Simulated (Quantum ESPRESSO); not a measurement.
# Nb2ZrO6F2: finding a planted mistake in a log

A calculation, not a measurement. The program is pw.x of Quantum ESPRESSO 7.5 (plane-wave density functional theory). The cell is made up: 11 atoms on a fluorite lattice with one site empty, with randomly drawn elements, strain and displacements, not relaxed. PseudoDojo standard norm-conserving files (v0.5 for PBE, v0.4.1 for LDA and PBEsol) set the functional; there is no spin polarisation, spin-orbit coupling or dispersion term, and the masses in the input are unused placeholders.

Intended input:

```
&control calculation='scf', pseudo_dir='./dojo.nc.sr.pbe.v0_5.standard.upf', outdir='./o', disk_io='medium', tprnfor=.true., tstress=.true. /
&system ibrav=0, nat=11, ntyp=4, nbnd=50, ecutwfc=84.00895049, nosym=.true., tot_charge=0,
 occupations='smearing', smearing='fd', degauss=0.0018374661
/
&electrons conv_thr=7.350e-09, electron_maxstep=60, /
ATOMIC_SPECIES
F 1.0 F.upf
Nb 1.0 Nb.upf
O 1.0 O.upf
Zr 1.0 Zr.upf
CELL_PARAMETERS angstrom
4.9558 0.0904 0.0333
0.0904 5.0212 -0.0175
0.0333 -0.0175 5.0803
ATOMIC_POSITIONS angstrom
Nb 0.0395 0.0162 0.0269
Zr 2.5778 0.1218 2.545
Nb 2.6671 2.4353 -0.0921
O 1.2356 1.2725 1.3069
F 1.2221 1.2806 3.759
F 1.2469 3.7292 1.2307
O 1.2315 3.8535 3.71
O 3.8908 1.2723 1.1388
O 3.7107 1.2157 3.8357
O 3.844 3.8328 1.2781
O 3.7416 3.7081 3.8088
K_POINTS automatic
5 4 4 1 1 1
```

The log is shortened where brackets say so; the opening notice, blank lines, dates and the lines on written files are dropped, and the path of the files is cut. It prints rydbergs, bohrs and kilobars, and counts compression as positive stress. Where no state is partly filled, the Fermi energy that it prints is only some level between the filled and the empty states on the mesh, and need not lie in the true gap.

Log of the intended run:

```
     Program PWSCF v.7.5
     Parallel version (MPI & OpenMP), running on       1 processor cores
     Number of MPI processes:                 1
     Threads/MPI process:                     1
     [start-up lines left out]
     bravais-lattice index     =            0
     lattice parameter (alat)  =       9.3669  a.u.
     unit-cell volume          =     852.7857 (a.u.)^3
     number of atoms/cell      =           11
     number of atomic types    =            4
     number of electrons       =        88.00
     number of Kohn-Sham states=           50
     kinetic-energy cutoff     =      84.0090  Ry
     charge density cutoff     =     336.0358  Ry
     scf convergence threshold =      7.3E-09
     mixing beta               =       0.7000
     number of iterations used =            8  plain     mixing
     Exchange-correlation= PBE
                           (   1   4   3   4   0   0   0)
     [axes and pseudopotential details left out]
   Cartesian axes
     site n.     atom                  positions (alat units)
         1        Nb     tau(   1) = (   0.0079690   0.0032683   0.0054270  )
         2        Zr     tau(   2) = (   0.5200599   0.0245726   0.5134427  )
         3        Nb     tau(   3) = (   0.5380758   0.4913112  -0.0185808  )
         4        O      tau(   4) = (   0.2492769   0.2567213   0.2636614  )
         5        F      tau(   5) = (   0.2465534   0.2583555   0.7583619  )
         6        F      tau(   6) = (   0.2515567   0.7523499   0.2482884  )
         7        O      tau(   7) = (   0.2484498   0.7774269   0.7484764  )
         8        O      tau(   8) = (   0.7849520   0.2566810   0.2297479  )
         9        O      tau(   9) = (   0.7486176   0.2452622   0.7738358  )
        10        O      tau(  10) = (   0.7755103   0.7732507   0.2578511  )
        11        O      tau(  11) = (   0.7548515   0.7480931   0.7684088  )
     number of k points=    40  Fermi-Dirac smearing, width (Ry)=  0.0018
                       cart. coord. in units 2pi/alat
        k(    1) = (   0.0969741   0.1220736   0.1217446), wk =   0.0500000
        k(    2) = (   0.0953189   0.1229536   0.3656779), wk =   0.0500000
     [further k points left out]
     Dense  grid:    88725 G-vectors     FFT dimensions: (  60,  60,  60)
     Estimated max dynamical RAM per process >     135.35 MB
     Initial potential from superposition of free atoms
     starting charge      87.9930, renormalised to      88.0000
     Starting wfcs are   62 randomized atomic wfcs
     total cpu time spent up to now is       23.9 secs
     per-process dynamical memory:    85.6 Mb
     Self-consistent Calculation
     iteration #  1     ecut=    84.01 Ry     beta= 0.70
     Davidson diagonalization with overlap
     ethr =  1.00E-02,  avg # of iterations =  2.0
     total cpu time spent up to now is       63.3 secs
     total energy              =    -644.61511504 Ry
     estimated scf accuracy    <       6.55695437 Ry
     iteration #  2     ecut=    84.01 Ry     beta= 0.70
     Davidson diagonalization with overlap
     ethr =  7.45E-03,  avg # of iterations =  6.0
     total cpu time spent up to now is      142.6 secs
     total energy              =    -639.80309872 Ry
     estimated scf accuracy    <      56.99263393 Ry
     [iterations 3 to 16 left out]
     iteration # 17     ecut=    84.01 Ry     beta= 0.70
     Davidson diagonalization with overlap
     ethr =  4.77E-11,  avg # of iterations =  4.5
     total cpu time spent up to now is      925.6 secs
     total energy              =    -648.16812958 Ry
     estimated scf accuracy    <       0.00000005 Ry
     iteration # 18     ecut=    84.01 Ry     beta= 0.70
     Davidson diagonalization with overlap
     ethr =  4.77E-11,  avg # of iterations =  2.2
     total cpu time spent up to now is      977.4 secs
     End of self-consistent calculation
     [lines on levels left out]
     the Fermi energy is    10.6473 ev
!    total energy              =    -648.16812958 Ry
     estimated scf accuracy    <          3.1E-09 Ry
     smearing contrib. (-TS)   =      -0.00000000 Ry
     internal energy E=F+TS    =    -648.16812958 Ry
     The total energy is F=E-TS. E is the sum of the following terms:
     one-electron contribution =    -167.84895477 Ry
     hartree contribution      =     134.76113156 Ry
     xc contribution           =    -144.14056955 Ry
     ewald contribution        =    -470.93973683 Ry
     convergence has been achieved in  18 iterations
     Forces acting on atoms (cartesian axes, Ry/au):
     atom    1 type  2   force =    -0.02631304   -0.10973133    0.02698955
     atom    2 type  4   force =     0.00308040   -0.10352949   -0.05129777
     atom    3 type  2   force =     0.09404962    0.11785581    0.01095494
     atom    4 type  3   force =     0.07109059   -0.05608972   -0.10100518
     atom    5 type  1   force =     0.00600344    0.04358593    0.04340155
     atom    6 type  1   force =     0.03579663    0.01612442   -0.03100579
     atom    7 type  3   force =     0.02571866    0.05541035    0.08638480
     atom    8 type  3   force =    -0.09776875    0.04785534   -0.01201289
     atom    9 type  3   force =    -0.00551508   -0.01340965    0.01945654
     atom   10 type  3   force =    -0.04834909    0.02033088   -0.07547727
     atom   11 type  3   force =    -0.05779339   -0.01840257    0.08361154
     Total force =     0.342482     Total SCF correction =     0.000176
     Computing stress (Cartesian axis) and pressure
          total   stress  (Ry/bohr**3)                   (kbar)     P=      -58.29
  -0.00019507  -0.00027985   0.00009185          -28.70      -41.17       13.51
  -0.00027985  -0.00043305   0.00035635          -41.17      -63.70       52.42
   0.00009185   0.00035635  -0.00056069           13.51       52.42      -82.48
     init_run     :     22.35s CPU     23.69s WALL (       1 calls)
     electrons    :    907.46s CPU    953.57s WALL (       1 calls)
     forces       :      6.12s CPU      6.18s WALL (       1 calls)
     stress       :     20.57s CPU     20.66s WALL (       1 calls)
     [timing details left out]
     PWSCF        :  15m56.99s CPU  16m45.28s WALL
     JOB DONE.
```

A second run was made from an input with one planted mistake. Its log:

```
     Program PWSCF v.7.5
     Parallel version (MPI & OpenMP), running on       1 processor cores
     Number of MPI processes:                 1
     Threads/MPI process:                     1
     [start-up lines left out]
     bravais-lattice index     =            0
     lattice parameter (alat)  =       9.3669  a.u.
     unit-cell volume          =     852.7857 (a.u.)^3
     number of atoms/cell      =           11
     number of atomic types    =            4
     number of electrons       =        88.00
     number of Kohn-Sham states=           50
     kinetic-energy cutoff     =      42.9232  Ry
     charge density cutoff     =     171.6928  Ry
     scf convergence threshold =      7.3E-09
     mixing beta               =       0.7000
     number of iterations used =            8  plain     mixing
     Exchange-correlation= PBE
                           (   1   4   3   4   0   0   0)
     [axes and pseudopotential details left out]
   Cartesian axes
     site n.     atom                  positions (alat units)
         1        Nb     tau(   1) = (   0.0079690   0.0032683   0.0054270  )
         2        Zr     tau(   2) = (   0.5200599   0.0245726   0.5134427  )
         3        Nb     tau(   3) = (   0.5380758   0.4913112  -0.0185808  )
         4        O      tau(   4) = (   0.2492769   0.2567213   0.2636614  )
         5        F      tau(   5) = (   0.2465534   0.2583555   0.7583619  )
         6        F      tau(   6) = (   0.2515567   0.7523499   0.2482884  )
         7        O      tau(   7) = (   0.2484498   0.7774269   0.7484764  )
         8        O      tau(   8) = (   0.7849520   0.2566810   0.2297479  )
         9        O      tau(   9) = (   0.7486176   0.2452622   0.7738358  )
        10        O      tau(  10) = (   0.7755103   0.7732507   0.2578511  )
        11        O      tau(  11) = (   0.7548515   0.7480931   0.7684088  )
     number of k points=    40  Fermi-Dirac smearing, width (Ry)=  0.0018
                       cart. coord. in units 2pi/alat
        k(    1) = (   0.0969741   0.1220736   0.1217446), wk =   0.0500000
        k(    2) = (   0.0953189   0.1229536   0.3656779), wk =   0.0500000
     [further k points left out]
     Dense  grid:    32393 G-vectors     FFT dimensions: (  40,  40,  45)
     Estimated max dynamical RAM per process >      51.38 MB
     Check: negative core charge=   -0.000356
     Initial potential from superposition of free atoms
     starting charge      87.9930, renormalised to      88.0000
     Starting wfcs are   62 randomized atomic wfcs
     total cpu time spent up to now is       11.0 secs
     per-process dynamical memory:    36.3 Mb
     Self-consistent Calculation
     iteration #  1     ecut=    42.92 Ry     beta= 0.70
     Davidson diagonalization with overlap
     ethr =  1.00E-02,  avg # of iterations =  2.0
     total cpu time spent up to now is       26.5 secs
     total energy              =    -643.83540453 Ry
     estimated scf accuracy    <       5.52046540 Ry
     iteration #  2     ecut=    42.92 Ry     beta= 0.70
     Davidson diagonalization with overlap
     ethr =  6.27E-03,  avg # of iterations =  6.0
     total cpu time spent up to now is       51.7 secs
     total energy              =    -639.11955085 Ry
     estimated scf accuracy    <      51.73605850 Ry
     [iterations 3 to 16 left out]
     iteration # 17     ecut=    42.92 Ry     beta= 0.70
     Davidson diagonalization with overlap
     ethr =  2.86E-11,  avg # of iterations =  3.5
     total cpu time spent up to now is      360.9 secs
     total energy              =    -646.75170786 Ry
     estimated scf accuracy    <       0.00000001 Ry
     iteration # 18     ecut=    42.92 Ry     beta= 0.70
     Davidson diagonalization with overlap
     ethr =  1.52E-11,  avg # of iterations =  2.0
     total cpu time spent up to now is      374.1 secs
     End of self-consistent calculation
     [lines on levels left out]
     the Fermi energy is    10.7098 ev
!    total energy              =    -646.75170786 Ry
     estimated scf accuracy    <          1.4E-09 Ry
     smearing contrib. (-TS)   =      -0.00000000 Ry
     internal energy E=F+TS    =    -646.75170786 Ry
     The total energy is F=E-TS. E is the sum of the following terms:
     one-electron contribution =    -165.23151622 Ry
     hartree contribution      =     133.12576461 Ry
     xc contribution           =    -143.70621941 Ry
     ewald contribution        =    -470.93973683 Ry
     convergence has been achieved in  18 iterations
     Forces acting on atoms (cartesian axes, Ry/au):
     atom    1 type  2   force =    -0.02130220   -0.11163500    0.02466815
     atom    2 type  4   force =     0.00076609   -0.10346568   -0.05172592
     atom    3 type  2   force =     0.08983168    0.11641608    0.01487021
     atom    4 type  3   force =     0.06689997   -0.05382166   -0.09609164
     atom    5 type  1   force =     0.00498547    0.04014399    0.04220388
     atom    6 type  1   force =     0.03005716    0.01312625   -0.02505939
     atom    7 type  3   force =     0.02416221    0.05974004    0.07898135
     atom    8 type  3   force =    -0.09889637    0.04901815   -0.01078412
     atom    9 type  3   force =     0.00189924   -0.01151497    0.01827816
     atom   10 type  3   force =    -0.04544828    0.01767921   -0.07335652
     atom   11 type  3   force =    -0.05295497   -0.01568641    0.07801584
     Total force =     0.332466     Total SCF correction =     0.000112
     Computing stress (Cartesian axis) and pressure
          total   stress  (Ry/bohr**3)                   (kbar)     P=     -959.66
  -0.00631556  -0.00027970   0.00010320         -929.05      -41.15       15.18
  -0.00027970  -0.00659184   0.00035453          -41.15     -969.69       52.15
   0.00010320   0.00035453  -0.00666346           15.18       52.15     -980.23
     init_run     :      9.01s CPU     10.82s WALL (       1 calls)
     electrons    :    337.77s CPU    363.14s WALL (       1 calls)
     forces       :      1.97s CPU      1.99s WALL (       1 calls)
     stress       :      7.92s CPU      7.97s WALL (       1 calls)
     [timing details left out]
     PWSCF        :   5m56.96s CPU   6m24.88s WALL
     JOB DONE.
```

Question: what was wrong in the second input?

Answer: the plane-wave cutoff is too low. The input lines that differ, file-writing options aside:

```
- &system ibrav=0, nat=11, ntyp=4, nbnd=50, ecutwfc=84.00895049, nosym=.true., tot_charge=0,
+ &system ibrav=0, nat=11, ntyp=4, nbnd=50, ecutwfc=42.92320830, nosym=.true., tot_charge=0,
```

|  | intended run | run with the mistake |
| --- | --- | --- |
| free energy (eV) | -8818.777 | -8799.505 |
| smearing term -TS (eV) | 0.0000 | 0.0000 |
| pressure (GPa) | -5.83 | -95.97 |
| largest force component (eV/Å) | 3.030 | 2.993 |
| largest change of a force component (eV/Å) |  | 0.191 |
| iterations | 18 | 18 |

For scale, a rerun of the intended cell at a cutoff of 1467 eV and k mesh 7 x 6 x 6 moved values by no more than 0.003 eV in energy, 0.05 GPa in stress and 0.004 eV/Å in force.